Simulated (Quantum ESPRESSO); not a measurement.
# Kohn-Sham bands of NbAs (I4₁md)

```yaml
crystal:
  lattice:
    - [0.00000, -3.46654, 0.00000]
    - [3.46654, 0.00000, 0.00000]
    - [-1.73327, 1.73327, 5.90503]
  atoms:
    - { symbol: Nb, position: [0.49972, 0.49972, 0.99944] }
    - { symbol: Nb, position: [0.24972, 0.74972, 0.49944] }
    - { symbol: As, position: [0.91728, 0.91728, 0.83456] }
    - { symbol: As, position: [0.66728, 0.16728, 0.33456] }
```

Structure: Materials Project mp-2059, symmetrised, not relaxed again. COD (Crystallography Open Database) has an entry of this formula and space group (matched by these alone). Method: PBEsol plane waves in Quantum ESPRESSO 7.5 (PseudoDojo norm-conserving files, 68 Ry, spinors with spin-orbit coupling), Bloch states on a 4×4×4 mesh through Γ, Wannier90 4.0.1. Density: 10×10×10 mesh, cold smearing 0.01 Ry.

Problem. List the Kohn-Sham levels between −8 and 3.0 eV relative to the Fermi level at the high-symmetry points, as a band run of pw.x on that density gives them (levels within 2 meV counted together).

Solution. 
| point | k (reciprocal lattice) | levels (eV) |
|---|---|---|
| Γ | 0.000 0.000 0.000 | -6.11 (×2), -2.79 (×2), -2.23 (×2), -2.11 (×2), -2.02 (×2), -1.68 (×2), -1.43 (×2), -1.29 (×2), 0.72 (×2), 1.26 (×2), 2.36 (×2), 2.92 (×2), 2.95 (×2) |
| X | -0.500 0.500 0.000 | -4.97 (×2), -4.89 (×2), -4.61 (×2), -4.57 (×2), -2.84 (×2), -2.75 (×2), -0.59 (×2), -0.58 (×2), 2.37 (×4), 2.58 (×2), 2.64 (×2) |
| P | -0.500 0.500 0.250 | -5.02, -4.94 (×2), -4.93, -4.58, -4.54 (×2), -4.50, -2.88, -2.83 (×2), -2.75, -0.58 (×2), -0.57, -0.54, 2.38 (×3), 2.40, 2.55 (×3), 2.61 |
| N | 0.000 0.500 0.000 | -6.15 (×2), -5.41 (×2), -3.36 (×2), -3.10 (×2), -2.20 (×2), -1.82 (×2), -1.39 (×2), -0.12 (×2), 0.07 (×2), 1.16 (×2), 2.10 (×2), 2.19 (×2), 2.71 (×2) |
| M | 0.000 0.000 0.500 | -3.98 (×4), -2.59 (×4), -2.46 (×4), -0.52 (×4), 0.97 (×4), 1.88 (×4) |
| S | 0.000 0.457 0.272 | -6.22, -6.19, -5.26, -5.25, -3.31, -3.26, -3.07, -3.06, -2.19, -2.19, -2.09, -2.04, -1.42, -1.40, -0.15, -0.10, 0.10, 0.19, 1.40, 1.42, 1.97, 1.99, 2.31, 2.37, 2.63, 2.66 |
| S_0 | 0.000 0.543 -0.272 | -6.22, -6.19, -5.26, -5.25, -3.31, -3.26, -3.07, -3.06, -2.19, -2.19, -2.09, -2.04, -1.42, -1.40, -0.15, -0.10, 0.10, 0.19, 1.40, 1.42, 1.97, 1.99, 2.31, 2.37, 2.63, 2.66 |
| R | -0.457 0.543 -0.043 | -5.01 (×2), -4.94 (×2), -4.54 (×2), -4.50 (×2), -2.82 (×2), -2.72 (×2), -0.63 (×2), -0.62 (×2), 2.24 (×2), 2.26 (×2), 2.60 (×2), 2.64 (×2) |
| G | -0.457 0.457 0.500 | -5.01 (×2), -4.94 (×2), -4.54 (×2), -4.50 (×2), -2.82 (×2), -2.72 (×2), -0.63 (×2), -0.62 (×2), 2.24 (×2), 2.26 (×2), 2.60 (×2), 2.64 (×2) |
